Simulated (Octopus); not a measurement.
MgTe (F-43m, No. 216), cubic lattice constant 6.464 Å. This is not, or not surely, the usual phase at ambient conditions; the cell is a database entry, not relaxed again.

All numbers are Octopus results at the level LDA (grid spacing about 0.16 Å, Γ-centred 6×6×6 k-mesh, Fermi-Dirac smearing of 0.01 eV, no spin polarisation; PseudoDojo 0.4 LDA potentials), not measurements. Spin-orbit coupling is left out. The cell is scaled uniformly. Energies of the lowest empty band count from each cell's highest valence level among the special points, at Γ; they are Kohn-Sham values at fixed points of the zone.

```
a (Å)  ln(V/V₀)  Γ (eV)  X (eV)  L (eV)
-----  --------  ------  ------  ------
6.173   -0.1381   2.821   2.505   3.408
6.238   -0.1069   2.670   2.558   3.329
6.302   -0.0760   2.525   2.608   3.251
6.367   -0.0453   2.384   2.654   3.174
6.432   -0.0150       ?       ?       ?
6.464    0.0000   2.184   2.717   3.062
6.529    0.0299   2.057   2.755   2.988
```

V₀ is the volume of the database cell.

Task: Fit each column by a quadratic in ln V through the rows shown. Give the volume deformation potentials dE/d ln V at the withheld row, and predict that row.

Result: Fits: Γ: 2.184 −4.32 x +2.1 x²; X: 2.717 +1.31 x −1.7 x²; L: 3.062 −2.47 x +0.3 x², with x = ln(V/V₀). At x = -0.0150 the slopes are −4.4 eV (Γ), +1.4 eV (X), −2.5 eV (L). Predicted against computed: 2.249 against 2.249 eV, 2.697 against 2.697 eV, 3.099 against 3.099 eV.

The lowest of these levels changes from X to Γ between the rows 6.238 and 6.302.
